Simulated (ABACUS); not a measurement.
Set-up for a self-consistent single point of WS₂ (R3m, 3 atoms in the cell; from Materials Project mp-9813, changed as shown).

```
CELL_PARAMETERS angstrom
      1.61454     0.93215     6.57988
     -1.61454     0.93215     6.57988
      0.00000    -1.86431     6.57988
ATOMIC_POSITIONS crystal
  W  0.00067 0.00067 0.00067
  S  0.41411 0.41411 0.41411
  S  0.25392 0.25392 0.25392
```

All values come from this method and carry its errors: LDA (PW92), numerical atomic orbitals DZP (confined pseudo-atomic orbitals with Gaussian additions; energy shift 0.01 Ry), PseudoDojo 0.4 standard norm-conserving LDA (tails mended) pseudopotentials (ABACUS).

ABACUS settings:

* **basis**: DZP numerical atomic orbitals, energy shift 0.01 Ry
* **KPT**: Gamma 8 8 8 0 0 0
* **basis_type**: lcao
* **dft_functional**: PWLDA
* **ecutwfc**: 100 Ry
* **smearing_method**: fd
* **smearing_sigma**: 0.00146997 Ry
* **potentials**: PseudoDojo 0.4 standard norm-conserving LDA (tails mended)
* **symmetry**: 1
* **symmetry_prec**: 1e-05
* **ks_solver**: genelpa
* **scf_nmax**: 100
* **scf_thr**: 1.0e-06
* **mixing_type**: pulay

**Question.** Estimate, at this level of theory: gap on the k-point mesh, pressure and largest force (vector length).

**Answer.** The run gave:

- Gap on the k-point mesh: 1.39 eV
- Pressure: -11.37 GPa
- Largest force (vector length): 0.800 eV/Å

The gap is read on the k-point mesh of the run and can differ from the gap over the whole zone at this level.

For comparison: a first run was changed to give this one (lattice scaled by 1.02), and from it to this one the free energy rises by 53.0 meV/atom, the pressure goes from -3.05 to -11.37 GPa, the largest force goes from 0.231 to 0.800 eV/Å and the gap on the mesh hardly changes (1.384 to 1.389 eV).

Spin-orbit coupling is left out, which matters for bands and gaps with elements this heavy. The atom-centred basis is finite, which shifts total energies, pressures, gaps and forces against plane waves. The structure comes from a collection of computed structures, made at another level of theory; the collection holds predicted forms beside known ones. Its lattice was then scaled.

Cost on one core: about 29 core-seconds (a rough figure).

The atomic orbitals were generated for these runs; they are not ABACUS's published sets and were checked against plane waves on a few crystals only.

“Tails mended”: in these copies of the files the far tail of each local potential was reset to the Coulomb form.
